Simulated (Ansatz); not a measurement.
Li$_{5}$TaO$_{5}$:
```
CELL_PARAMETERS angstrom
      4.84465     1.99757     0.00000
     -4.84465     1.99757     0.00000
     -1.84978     0.00000     5.48353
ATOMIC_POSITIONS crystal
  Li 0.28690 0.71310 0.65463
  Li 0.71310 0.28690 0.34537
  Li 0.30834 0.69166 0.13884
  Li 0.69166 0.30834 0.86116
  Li 0.00000 0.00000 0.50000
  Ta 0.00000 0.00000 0.00000
  O  0.14615 0.85385 0.82623
  O  0.85385 0.14615 0.17377
  O  0.15707 0.84293 0.31816
  O  0.84293 0.15707 0.68184
  O  0.50000 0.50000 0.00000
```

Relaxed with PBEsol.

Map the valence electron density (e/Å³), cut off at 3 on the plane through (0.287, 0.713, 0.655) spanned by u = [0, 0, 1] and v = [1, -1, 1] in lattice vectors, from PBEsol (plane waves, PAW; program Ansatz).

x is the fraction of u, y of v (the angle between them is 74°; rows are the nearest grid lines); atoms in the plane: Li at (0.00, 0.00), Li at (0.26, 0.43), Li at (0.46, 0.02), Li at (0.80, 0.40), Li at (0.13, 0.71), Ta at (0.63, 0.71), O at (0.31, 0.86), O at (0.95, 0.57), O at (0.79, 0.87), O at (0.47, 0.56).
```
|@@%.       .%@@@-         .%@@|
|==:  ..::..        .:--::.  .=|
|    ..-+*+-:.     .:=#@@*-.   |
|    .:*@@@@@+:.   .:#@@@@@*:. |
|     .:*@@@@#-:....:-+@@@@+:. |
|  ...  ..:--::-*@@@@*-:::...  |
| .*@@=    ...:=@@@@@@#-..     |
| .#@@@#.     .:#@@@@@@#-.     |
|..  ..    ..::::=#@@@%+-:---:.|
|@+:.     .-#@@@%=:.....:=@@@@@|
|@@-.     .-@@@@@%-..  .:=@@@@@|
|@@=:      .=@@@@@+:.    .-#@@@|
|:..  .-+-.  .:--:..       ...:|
|     :@@@@=          *@@@+    |
|      =@@@=          =@@@@:   |
|                       :-:    |
|..:::.                       .|
|-#@@@@+:.                   .-|
|-%@@@@@=.                   .-|
|.:*@@@@+:.                   .|
|   .:::..                     |
|           .--.               |
|=.         =@@@=           :==|
|@@%.       .%@@@-         .%@@|
```
Scale: ten equal steps from 0.006 (start of ' ') to 3.00 (end of '@'), in the order ' .:-=+*#%@'; x runs from 0.000 to 1.00, y from 0.000 (bottom) to 1.00 (top).

The density is the valence pseudo-density with augmentation charge, so density and ELF within about 1 Å of a nucleus are not all-electron values.

Space group C2/m. The first step of the workflow began from a Materials Project structure, measured or hypothetical; the Crystallography Open Database copy checked does not list it. Its standing as an ambient phase is unchecked. Symmetry was held in the PBEsol relaxation; its stability against distortions is not shown here. No spin polarisation was allowed. Spin–orbit coupling is left out wherever it is not named.

Potentials: the later of the program's two PAW sets.
